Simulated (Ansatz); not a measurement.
TiAl (CuAu type, space group P4/mmm)

```yaml
crystal:
  lattice:
    - [5.64852, 0.00000, 0.00000]
    - [0.00000, 2.82426, 0.00000]
    - [0.00000, 0.00000, 4.07079]
  atoms:
    - { symbol: Al, position: [0.25000, 0.50000, 0.50000] }
    - { symbol: Al, position: [0.75000, 0.50000, 0.50000] }
    - { symbol: Ti, position: [0.00000, 0.00000, 0.00000] }
    - { symbol: Ti, position: [0.50000, 0.00000, 0.00000] }
```

The atoms are displaced by Q × the pattern below (from a DFPT mode at X = (0.5, 0.0, 0.0), largest move 1; Q in Å), at fixed cell. (q is in reciprocal vectors of the primitive cell; the cell shown is doubled to hold the pattern.)

```tsv
atom	x	y	z
Al1	0.000	-1.000	0.000
Al2	0.000	1.000	0.000
```

Atoms not listed stay in place.

Method: PBE (plane waves to 420 eV, PAW, scalar-relativistic; Ansatz, a first-principles code). k mesh 8×16×12 (Γ-centred), Fermi-Dirac smearing 0.05 eV. E stands for the smeared free energy. With partly filled bands, energies and forces of such displacements shift with the k mesh and the smearing. TiAl is run without spin polarisation. TiAl was relaxed with its symmetry unable to fall. The zero of ΔE is the undisplaced structure. The last digit holds for this mesh only.

```csv
Q (Å),ΔE (meV/cell)
-0.180,151.2
-0.150,105.4
-0.120,67.6
-0.090,38.1
-0.060,withheld
-0.030,4.2
0.000,0.0
0.030,4.2
0.060,withheld
0.090,38.1
0.120,67.6
0.150,105.4
0.180,151.2
```

**Question.** Fit an even polynomial form (powers 2, 4) to the given rows and predict ΔE at Q = 0.060.

**Answer.** Least squares on the 11 given rows: ΔE = (4718)·Q² + (-1582)·Q⁴, in meV/cell with Q in Å; root-mean-square residual 0.03 meV/cell. At 0.060 the fit gives 17.0 meV/cell; the calculation gives 17.0 meV/cell, the same to the digits shown. The quadratic term alone would give 17.0 meV/cell.

(For displaced atoms, the force is minus the slope of the energy, and its curvature is a force constant, which sets phonon frequencies.)
